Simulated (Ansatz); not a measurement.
A relaxed structure of AlN is spoiled in several ways and relaxed again each time (noise and exchanges are one random draw each; pressure is positive under compression). These are PBE (plane waves to 420 eV, PAW, scalar-relativistic; Ansatz, a first-principles code) values and carry that method's errors.

```cif
data_Al4N4
_chemical_formula_sum 'N4 Al4'
_space_group_name_H-M_alt 'F-43m'
_space_group_IT_number 216
_space_group_name_Hall 'F -4 2 3'
_cell_length_a 4.40321
_cell_length_b 4.40321
_cell_length_c 4.40321
_cell_angle_alpha 90.000
_cell_angle_beta 90.000
_cell_angle_gamma 90.000
loop_
_atom_site_label
_atom_site_type_symbol
_atom_site_symmetry_multiplicity
_atom_site_Wyckoff_symbol
_atom_site_fract_x
_atom_site_fract_y
_atom_site_fract_z
_atom_site_occupancy
N1 N 4 c 0.25000 0.25000 0.25000 1
Al1 Al 4 a 0.00000 0.00000 0.00000 1
```
(The calculation used a cell of 2 atoms; values per cell refer to that cell.)

| change | first pressure (GPa) | first V (Å³/atom) | released (eV/atom) | moves | outcome | final group | E − E(parent) (eV/atom) |
|---|---|---|---|---|---|---|---|
| with every coordinate shifted by Gaussian noise of σ = 0.2 Å | 30.1 | 10.67 | 0.95 | 6 | returns to the parent | F-43m | 0.000 |
| with every coordinate shifted by Gaussian noise of σ = 0.1 Å | 15.4 | 10.67 | 0.47 | 6 | returns to the parent | F-43m | 0.000 |
| deformed by the Cartesian strain tensor (xx, yy, zz, yz, xz, xy) = (0.093, -0.044, -0.051, -0.023, 0.014, -0.036) | 2.3 | 10.56 | 0.13 | 7 | returns to the parent | F-43m | 0.000 |
| doubled along one cell vector, shaken by Gaussian noise of σ = 0.08 Å a coordinate | 4.2 | 10.67 | 0.17 | 5 | returns to the parent | F-43m | 0.000 |

First-step values come from each run's starting, coarser k-mesh (9×9×9, 9×5×9). Each cell has its own k-point mesh; energy differences are given only to the digits this allows. No spin polarisation in the result.
